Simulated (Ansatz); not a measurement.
LaH3:
```cif
data_H12La4
_chemical_formula_sum 'La4 H12'
_space_group_name_H-M_alt 'Fm-3m'
_space_group_IT_number 225
_space_group_name_Hall '-F 4 2 3'
_cell_length_a 5.57296
_cell_length_b 5.57296
_cell_length_c 5.57296
_cell_angle_alpha 90.000
_cell_angle_beta 90.000
_cell_angle_gamma 90.000
loop_
_atom_site_label
_atom_site_type_symbol
_atom_site_symmetry_multiplicity
_atom_site_Wyckoff_symbol
_atom_site_fract_x
_atom_site_fract_y
_atom_site_fract_z
_atom_site_occupancy
La1 La 4 a 0.00000 0.00000 0.00000 1
H1 H 4 b 0.50000 0.50000 0.50000 1
H2 H 8 c 0.25000 0.25000 0.25000 1
```
(The calculation used a cell of 4 atoms; values per cell refer to that cell.)

Relaxed with r²SCAN. Independent-particle spectrum: no excitons, no local fields, no scissors shift; 0.1 eV broadening; ε₁ of the summed bands alone.

**Question.** Tabulate the dielectric function from plane-wave PAW r²SCAN (Ansatz code).

**Answer.** 

```tsv
E (eV)	ε₁ xx	ε₂ xx
0.0	9.64	0.00
0.4	10.06	0.40
0.8	10.01	0.98
1.2	10.68	1.48
1.6	10.47	2.91
2.0	10.50	3.66
2.4	11.07	4.92
2.8	11.09	9.97
3.2	5.57	9.29
3.6	4.17	7.75
4.0	3.96	7.09
4.4	3.39	6.75
4.8	3.20	6.64
5.2	1.53	7.79
5.6	1.89	4.75
6.0	1.89	6.31
6.4	-0.67	4.33
6.8	0.11	3.81
7.2	0.47	3.24
7.6	1.48	2.76
8.0	2.04	3.43
8.4	0.99	5.99
8.8	0.02	4.37
9.2	-0.43	3.08
9.6	-0.08	2.57
10.0	-0.01	2.28
10.4	1.12	1.78
10.8	1.21	4.28
11.2	0.73	1.57
11.6	-1.00	3.33
12.0	-0.67	2.28
```

**Question.** From ε at 1.7 eV (xx: 10.42 + 3.09i), find n, k, the normal reflectivity and the absorption coefficient.

**Answer.** n = 3.26, k = 0.474, R = 29 %, α = 2kE/ħc = 82000 cm⁻¹.

With all bands, ε∞ without local fields is 9.67. DFPT, with local fields, gives 9.86.

The workflow started from a Materials Project entry (that database holds measured and hypothetical structures alike); the Crystallography Open Database copy checked does not list it. Its standing as an ambient phase is unchecked. The cell was relaxed with r²SCAN under the symmetry of its start. At this level the phase is dynamically unstable (imaginary phonons). Scalar-relativistic: spin–orbit coupling is off unless named, which matters more the heavier the elements.

Potentials: the later of the program's two PAW sets.
